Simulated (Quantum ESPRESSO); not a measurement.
# Ti2YZrO7F: finding a planted mistake in a log

Simulated, not a measurement. The program is pw.x of Quantum ESPRESSO 7.5 (plane-wave density functional theory). The cell is made up: 12 atoms on a fluorite lattice, with randomly drawn elements, strain and displacements, not relaxed. PseudoDojo standard norm-conserving files (v0.5 for PBE, v0.4.1 for LDA and PBEsol) set the functional; there is no spin polarisation, spin-orbit coupling or dispersion term, and the masses in the input are unused placeholders.

Intended input:

```
&control calculation='scf', pseudo_dir='./dojo.nc.sr.pbe.v0_5.standard.upf', outdir='./o', disk_io='low', tprnfor=.true., tstress=.true. /
&system ibrav=0, nat=12, ntyp=5, nbnd=54, ecutwfc=84.00895049, nosym=.true., tot_charge=0,
 occupations='smearing', smearing='fd', degauss=0.0018374661
/
&electrons conv_thr=7.350e-09, electron_maxstep=60, /
ATOMIC_SPECIES
F 1.0 F.upf
O 1.0 O.upf
Ti 1.0 Ti.upf
Y 1.0 Y.upf
Zr 1.0 Zr.upf
CELL_PARAMETERS angstrom
4.9879 -0.0243 -0.006
-0.0243 4.8608 -0.0143
-0.006 -0.0143 4.914
ATOMIC_POSITIONS angstrom
Ti 0.0124 -0.0064 0.0129
Ti -0.029 2.4211 2.4301
Y 2.4798 0.0029 2.4404
Zr 2.4779 2.3831 0.0128
O 1.2367 1.1787 1.25
F 1.2193 1.1836 3.6983
O 1.2115 3.6561 1.1902
O 1.1985 3.6719 3.6914
O 3.7282 1.1922 1.2504
O 3.7685 1.2164 3.6816
O 3.741 3.6337 1.1985
O 3.7081 3.6582 3.6791
K_POINTS automatic
5 5 5 1 1 1
```

The log is shortened where brackets say so; the opening notice, blank lines, dates and the lines on written files are dropped, and the path of the files is cut. It prints rydbergs, bohrs and kilobars, and counts compression as positive stress. Where no state is partly filled, the Fermi energy that it prints is only some level between the filled and the empty states on the mesh, and need not lie in the true gap.

Log of the intended run:

```
     Program PWSCF v.7.5
     Parallel version (MPI & OpenMP), running on       4 processor cores
     Number of MPI processes:                 4
     Threads/MPI process:                     1
     [start-up lines left out]
     bravais-lattice index     =            0
     lattice parameter (alat)  =       9.4259  a.u.
     unit-cell volume          =     803.9745 (a.u.)^3
     number of atoms/cell      =           12
     number of atomic types    =            5
     number of electrons       =        96.00
     number of Kohn-Sham states=           54
     kinetic-energy cutoff     =      84.0090  Ry
     charge density cutoff     =     336.0358  Ry
     scf convergence threshold =      7.3E-09
     mixing beta               =       0.7000
     number of iterations used =            8  plain     mixing
     Exchange-correlation= PBE
                           (   1   4   3   4   0   0   0)
     [axes and pseudopotential details left out]
   Cartesian axes
     site n.     atom                  positions (alat units)
         1        Ti     tau(   1) = (   0.0024860  -0.0012831   0.0025862  )
         2        Ti     tau(   2) = (  -0.0058140   0.4853885   0.4871929  )
         3        Y      tau(   3) = (   0.4971569   0.0005814   0.4892579  )
         4        Zr     tau(   4) = (   0.4967760   0.4777702   0.0025662  )
         5        O      tau(   5) = (   0.2479369   0.2363089   0.2506033  )
         6        F      tau(   6) = (   0.2444485   0.2372913   0.7414450  )
         7        O      tau(   7) = (   0.2428847   0.7329846   0.2386144  )
         8        O      tau(   8) = (   0.2402785   0.7361522   0.7400617  )
         9        O      tau(   9) = (   0.7474394   0.2390154   0.2506835  )
        10        O      tau(  10) = (   0.7555189   0.2438671   0.7380969  )
        11        O      tau(  11) = (   0.7500056   0.7284938   0.2402785  )
        12        O      tau(  12) = (   0.7434097   0.7334056   0.7375957  )
     number of k points=    63  Fermi-Dirac smearing, width (Ry)=  0.0018
                       cart. coord. in units 2pi/alat
        k(    1) = (   0.1006277   0.1034190   0.1019290), wk =   0.0320000
        k(    2) = (   0.1008748   0.1040175   0.3049413), wk =   0.0320000
     [further k points left out]
     Dense  grid:    83613 G-vectors     FFT dimensions: (  60,  54,  60)
     Estimated max dynamical RAM per process >     275.32 MB
     Estimated total dynamical RAM >       1.02 GB
     Initial potential from superposition of free atoms
     starting charge      95.9900, renormalised to      96.0000
     Starting wfcs are   72 randomized atomic wfcs
     total cpu time spent up to now is        5.6 secs
     per-process dynamical memory:   220.4 Mb
     Self-consistent Calculation
     iteration #  1     ecut=    84.01 Ry     beta= 0.70
     Davidson diagonalization with overlap
     ethr =  1.00E-02,  avg # of iterations =  2.0
     total cpu time spent up to now is       14.3 secs
     total energy              =    -699.40721404 Ry
     estimated scf accuracy    <       5.56872604 Ry
     iteration #  2     ecut=    84.01 Ry     beta= 0.70
     Davidson diagonalization with overlap
     ethr =  5.80E-03,  avg # of iterations =  7.9
     total cpu time spent up to now is       31.3 secs
     total energy              =    -691.53805957 Ry
     estimated scf accuracy    <      86.04307749 Ry
     [iterations 3 to 17 left out]
     iteration # 18     ecut=    84.01 Ry     beta= 0.70
     Davidson diagonalization with overlap
     ethr =  3.95E-10,  avg # of iterations =  3.3
     total cpu time spent up to now is      220.2 secs
     total energy              =    -702.36003260 Ry
     estimated scf accuracy    <       0.00000002 Ry
     iteration # 19     ecut=    84.01 Ry     beta= 0.70
     Davidson diagonalization with overlap
     ethr =  2.48E-11,  avg # of iterations =  6.2
     total cpu time spent up to now is      233.8 secs
     End of self-consistent calculation
     [lines on levels left out]
     the Fermi energy is    13.1798 ev
!    total energy              =    -702.36003261 Ry
     estimated scf accuracy    <          7.2E-09 Ry
     smearing contrib. (-TS)   =      -0.00000000 Ry
     internal energy E=F+TS    =    -702.36003261 Ry
     The total energy is F=E-TS. E is the sum of the following terms:
     one-electron contribution =    -134.75706405 Ry
     hartree contribution      =     128.82301905 Ry
     xc contribution           =    -141.49761596 Ry
     ewald contribution        =    -554.92837164 Ry
     convergence has been achieved in  19 iterations
     Forces acting on atoms (cartesian axes, Ry/au):
     atom    1 type  3   force =    -0.07262842   -0.10140958    0.04911005
     atom    2 type  3   force =    -0.08165314    0.07831102   -0.05502813
     atom    3 type  4   force =     0.05466775   -0.06955483    0.00135850
     atom    4 type  5   force =     0.07241004    0.09172527    0.03974295
     atom    5 type  2   force =    -0.09871703    0.07176146   -0.05456516
     atom    6 type  1   force =    -0.04716140    0.03733134    0.01758204
     atom    7 type  2   force =    -0.07530896   -0.05582986   -0.02641907
     atom    8 type  2   force =    -0.07554455   -0.06291337    0.02967122
     atom    9 type  2   force =     0.09205574    0.05643479   -0.05190798
     atom   10 type  2   force =     0.07893526    0.04021613    0.03633198
     atom   11 type  2   force =     0.07646914   -0.04102991   -0.02155011
     atom   12 type  2   force =     0.07647557   -0.04504246    0.03567371
     Total force =     0.373311     Total SCF correction =     0.000242
     Computing stress (Cartesian axis) and pressure
          total   stress  (Ry/bohr**3)                   (kbar)     P=      218.60
   0.00109012   0.00007795   0.00007402          160.36       11.47       10.89
   0.00007795   0.00179488  -0.00016652           11.47      264.04      -24.50
   0.00007402  -0.00016652   0.00157306           10.89      -24.50      231.41
     init_run     :      4.85s CPU      5.10s WALL (       1 calls)
     electrons    :    226.78s CPU    228.22s WALL (       1 calls)
     forces       :      1.89s CPU      1.90s WALL (       1 calls)
     stress       :      6.63s CPU      6.65s WALL (       1 calls)
     [timing details left out]
     PWSCF        :   4m 0.81s CPU   4m 2.57s WALL
     JOB DONE.
```

A second run was made from an input with one planted mistake. Its log:

```
     Program PWSCF v.7.5
     Parallel version (MPI & OpenMP), running on       4 processor cores
     Number of MPI processes:                 4
     Threads/MPI process:                     1
     [start-up lines left out]
     bravais-lattice index     =            0
     lattice parameter (alat)  =       9.4259  a.u.
     unit-cell volume          =     803.9745 (a.u.)^3
     number of atoms/cell      =           12
     number of atomic types    =            5
     number of electrons       =        95.00
     number of Kohn-Sham states=           54
     kinetic-energy cutoff     =      84.0090  Ry
     charge density cutoff     =     336.0358  Ry
     scf convergence threshold =      7.3E-09
     mixing beta               =       0.7000
     number of iterations used =            8  plain     mixing
     Exchange-correlation= PBE
                           (   1   4   3   4   0   0   0)
     [axes and pseudopotential details left out]
   Cartesian axes
     site n.     atom                  positions (alat units)
         1        Ti     tau(   1) = (   0.0024860  -0.0012831   0.0025862  )
         2        Ti     tau(   2) = (  -0.0058140   0.4853885   0.4871929  )
         3        Y      tau(   3) = (   0.4971569   0.0005814   0.4892579  )
         4        Zr     tau(   4) = (   0.4967760   0.4777702   0.0025662  )
         5        O      tau(   5) = (   0.2479369   0.2363089   0.2506033  )
         6        F      tau(   6) = (   0.2444485   0.2372913   0.7414450  )
         7        O      tau(   7) = (   0.2428847   0.7329846   0.2386144  )
         8        O      tau(   8) = (   0.2402785   0.7361522   0.7400617  )
         9        O      tau(   9) = (   0.7474394   0.2390154   0.2506835  )
        10        O      tau(  10) = (   0.7555189   0.2438671   0.7380969  )
        11        O      tau(  11) = (   0.7500056   0.7284938   0.2402785  )
        12        O      tau(  12) = (   0.7434097   0.7334056   0.7375957  )
     number of k points=    63  Fermi-Dirac smearing, width (Ry)=  0.0018
                       cart. coord. in units 2pi/alat
        k(    1) = (   0.1006277   0.1034190   0.1019290), wk =   0.0320000
        k(    2) = (   0.1008748   0.1040175   0.3049413), wk =   0.0320000
     [further k points left out]
     Dense  grid:    83613 G-vectors     FFT dimensions: (  60,  54,  60)
     Estimated max dynamical RAM per process >     275.32 MB
     Estimated total dynamical RAM >       1.02 GB
     Initial potential from superposition of free atoms
     starting charge      95.9900, renormalised to      95.0000
     Starting wfcs are   72 randomized atomic wfcs
     total cpu time spent up to now is        6.4 secs
     per-process dynamical memory:   220.4 Mb
     Self-consistent Calculation
     iteration #  1     ecut=    84.01 Ry     beta= 0.70
     Davidson diagonalization with overlap
     ethr =  1.00E-02,  avg # of iterations =  2.0
     total cpu time spent up to now is       17.6 secs
     total energy              =    -700.54102190 Ry
     estimated scf accuracy    <       5.12420655 Ry
     iteration #  2     ecut=    84.01 Ry     beta= 0.70
     Davidson diagonalization with overlap
     ethr =  5.39E-03,  avg # of iterations =  6.9
     total cpu time spent up to now is       36.8 secs
     total energy              =    -692.92076790 Ry
     estimated scf accuracy    <      81.62318169 Ry
     [iterations 3 to 24 left out]
     iteration # 25     ecut=    84.01 Ry     beta= 0.70
     Davidson diagonalization with overlap
     ethr =  2.68E-11,  avg # of iterations =  4.2
     total cpu time spent up to now is      278.5 secs
     total energy              =    -703.23904157 Ry
     estimated scf accuracy    <       0.00000001 Ry
     iteration # 26     ecut=    84.01 Ry     beta= 0.70
     Davidson diagonalization with overlap
     ethr =  1.55E-11,  avg # of iterations =  1.9
     total cpu time spent up to now is      288.8 secs
     End of self-consistent calculation
     [lines on levels left out]
     the Fermi energy is    11.7367 ev
!    total energy              =    -703.23904157 Ry
     estimated scf accuracy    <          3.4E-09 Ry
     smearing contrib. (-TS)   =      -0.00129744 Ry
     internal energy E=F+TS    =    -703.23774413 Ry
     The total energy is F=E-TS. E is the sum of the following terms:
     one-electron contribution =    -135.76919605 Ry
     hartree contribution      =     127.80344384 Ry
     xc contribution           =    -140.34362028 Ry
     ewald contribution        =    -554.92837164 Ry
     convergence has been achieved in  26 iterations
     Forces acting on atoms (cartesian axes, Ry/au):
     atom    1 type  3   force =    -0.05459114   -0.07765019    0.05087734
     atom    2 type  3   force =    -0.05987707    0.05979015   -0.05468492
     atom    3 type  4   force =     0.03666402   -0.05506047    0.00361651
     atom    4 type  5   force =     0.04775732    0.07387191    0.03758684
     atom    5 type  2   force =    -0.10400757    0.06957410   -0.05384757
     atom    6 type  1   force =    -0.05054132    0.03842905    0.01896082
     atom    7 type  2   force =    -0.07979232   -0.05498961   -0.02977659
     atom    8 type  2   force =    -0.08063108   -0.06221983    0.03274592
     atom    9 type  2   force =     0.09770311    0.05597451   -0.05265691
     atom   10 type  2   force =     0.08130134    0.03974052    0.03645337
     atom   11 type  2   force =     0.08438600   -0.04165054   -0.02601638
     atom   12 type  2   force =     0.08162871   -0.04580961    0.03674155
     Total force =     0.352949     Total SCF correction =     0.000142
     Computing stress (Cartesian axis) and pressure
          total   stress  (Ry/bohr**3)                   (kbar)     P=       -9.00
  -0.00020166   0.00007372   0.00005838          -29.67       10.84        8.59
   0.00007372   0.00005355  -0.00015001           10.84        7.88      -22.07
   0.00005838  -0.00015001  -0.00003535            8.59      -22.07       -5.20
     init_run     :      5.17s CPU      5.48s WALL (       1 calls)
     electrons    :    280.49s CPU    282.38s WALL (       1 calls)
     forces       :      2.23s CPU      2.25s WALL (       1 calls)
     stress       :      7.36s CPU      7.37s WALL (       1 calls)
     [timing details left out]
     PWSCF        :   4m56.31s CPU   4m58.58s WALL
     JOB DONE.
```

Question: what was wrong in the second input?

Answer: the cell has the wrong charge. The input lines that differ, file-writing options aside:

```
- &system ibrav=0, nat=12, ntyp=5, nbnd=54, ecutwfc=84.00895049, nosym=.true., tot_charge=0,
+ &system ibrav=0, nat=12, ntyp=5, nbnd=54, ecutwfc=84.00895049, nosym=.true., tot_charge=1,
```

|  | intended run | run with the mistake |
| --- | --- | --- |
| free energy (eV) | -9556.095 | -9568.055 |
| smearing term -TS (eV) | 0.0000 | -0.0177 |
| pressure (GPa) | 21.86 | -0.90 |
| largest force component (eV/Å) | 2.607 | 2.674 |
| largest change of a force component (eV/Å) |  | 0.634 |
| iterations | 19 | 26 |

For scale, a rerun of the intended cell at a cutoff of 1467 eV and k mesh 7 x 7 x 7 moved values by no more than 0.003 eV in energy, 0.05 GPa in stress and 0.003 eV/Å in force. The charged cell sits in a uniform background, so its energy and stress rest on the program's zero of potential.